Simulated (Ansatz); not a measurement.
BN:
Space group P6₃mc (No. 186); a = b = 2.5387 Å, c = 8.3425 Å, α = β = 90.00°, γ = 120.00°

```tsv
atom	site	symmetry	x	y	z
B	2a	3m.	0.0000	0.0000	0.4998
B	2b	3m.	0.3333	0.6667	0.2505
N	2a	3m.	0.0000	0.0000	0.3131
N	2b	3m.	0.3333	0.6667	0.0622
```

This is the HSE06-relaxed structure.

All from the program Ansatz at the HSE06 level (PAW), unless another level is named. Give the band gap.

6.94 eV (indirect).

Give the smallest direct gap on the standard path.

9.16 eV.

Give the valence-band maximum.

at Γ.

What about the conduction-band minimum?

at M (3 equivalent valleys).

Space group P6_3mc. The cell is a constructed one: a structure type filled with these elements. Its sites differ from those of the usual phase in this space group: another stacking or structure type. Symmetry was held in the HSE06 relaxation; its stability against distortions is not shown here. The hybrid was solved on a coarse mesh, the path and, where they were found, the r²SCAN edge points; its band edges are the extreme levels among these.

Potentials: the later of the program's two PAW sets.
